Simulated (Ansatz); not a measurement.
The cell below belongs to a search over invented structures; it isn't taken from experiment.

Input and command of a plane-wave DFT calculation in Ansatz:

```yaml
crystal:
  lattice:
    - [3.11766841, 0.0, 0.0]
    - [0.0, 3.11766841, 0.0]
    - [0.0, 0.0, 4.99371487]
  atoms:
    - { symbol: Ir, position: [0.5, 0.5, 0.0], spin: 1.0 }
    - { symbol: Ir, position: [0.0, 0.0, 0.0], spin: -1.0 }
    - { symbol: F, position: [0.5, 0.0, 0.25696564] }
    - { symbol: F, position: [0.0, 0.5, 0.74303436] }
basis:
  ecutwfc: 420
kpoints:
  mp_grid: { grid: [6, 6, 4] }
hamiltonian:
  xc: pbe
scf:
  occupations: { method: gaussian, width: 0.1 }
  lower_state_search: "off"
output:
  forces: true
  stress: true
  eigenvalues: true
  populations: true
magnetization:
  spin_polarized: true
relax:
  adjacent_minimum: "off"
  f_tol: 0.04
  max_steps: 70
  cell: { stress_tol: 0.4 }
```

```bash
ansatz run input.yaml --threads 1 --pin off --max-ram 2560MiB --backend cpu --events-out ev --progress --plain --runs-dir out
```

Processor: Arm Neoverse V2, 1 thread, on a host shared with other jobs.

Problem. Estimate time, memory and problem size.

Solution. About 5.2 min, peak memory 0.38 GiB. It solves 30 bands at 30 k points (after reduction by symmetry) with about 985 plane waves (on the last cell), in 331 SCF iterations over 22 ionic steps.
